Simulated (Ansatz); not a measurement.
System: Rh (fcc type), 1 atom in the cell.

```
Rh
1.0
     0.00000    1.91290    1.91290
     1.91290    0.00000    1.91290
     1.91290    1.91290    0.00000
Rh
1
Direct
  0.00000 0.00000 0.00000
```

Code and potentials: Ansatz all-electron LAPW. Settings of the plain PBE run: k-mesh 4×4×4 Γ-centred; Fermi–Dirac smearing of 0.15 eV; no spin polarisation.

Plain PBE gives:

| Property | Result |
| --- | --- |
| Pressure | -5.43 GPa |

**Question.** What changes under PBE with spin–orbit coupling?

**Answer.** The pressure goes up by 0.132 GPa to -5.294 GPa.

The k-mesh is coarse, so these values belong to this mesh and can lie far from the converged ones.
